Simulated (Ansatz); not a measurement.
MgZn$_{2}$:
```
CELL_PARAMETERS angstrom
      5.13575     0.00000     0.00000
     -2.56788     4.44769     0.00000
      0.00000     0.00000     8.33634
ATOMIC_POSITIONS crystal
  Mg 0.33333 0.66667 0.06270
  Mg 0.66667 0.33333 0.93730
  Mg 0.66667 0.33333 0.56270
  Mg 0.33333 0.66667 0.43730
  Zn 0.00000 0.00000 0.00000
  Zn 0.00000 0.00000 0.50000
  Zn 0.16965 0.33930 0.75000
  Zn 0.83035 0.66070 0.25000
  Zn 0.83035 0.16965 0.25000
  Zn 0.16965 0.83035 0.75000
  Zn 0.66070 0.83035 0.75000
  Zn 0.33930 0.16965 0.25000
```

Relaxed with PBEsol. Special points in fractions of this cell's reciprocal vectors: Γ (0.000, 0.000, 0.000); M (0.500, 0.000, 0.000); K (0.333, 0.333, 0.000); A (0.000, 0.000, 0.500); L (0.500, 0.000, 0.500); H (0.333, 0.333, 0.500).

**Question.** List the band energies nearest the Fermi level at these points for PBEsol in the plane-wave PAW code Ansatz.

**Answer.** In eV from the Fermi level; about four levels below and three above (degenerate sets whole), none deeper than 8.9 eV; points with the same levels are listed once.

```csv
k,below,above
Γ,-0.20 -0.20 -0.17 -0.17,0.50 0.61 0.61
M,-2.18 -1.53 -1.35 -0.11,0.12 1.79 1.85
K,-4.62 -4.62 -3.48 -3.48,0.44 0.78 0.89 0.89
A,-0.90 -0.90 -0.90 -0.90,0.98 0.98 2.50 2.50 2.50 2.50
L,-2.98 -2.98 -1.70 -1.70,1.21 1.21 2.07 2.07
H,-1.62 -1.62 -1.02 -1.02,1.26 1.26 1.56 1.56
```

Space group P6_3/mmc. The first step of the workflow began from a Materials Project structure, measured or hypothetical; the Crystallography Open Database copy checked does not list it. Its standing as an ambient phase is unchecked. Symmetry was held in the PBEsol relaxation; of distortions, only those at the zone centre were tested.

Potentials: the later of the program's two PAW sets.
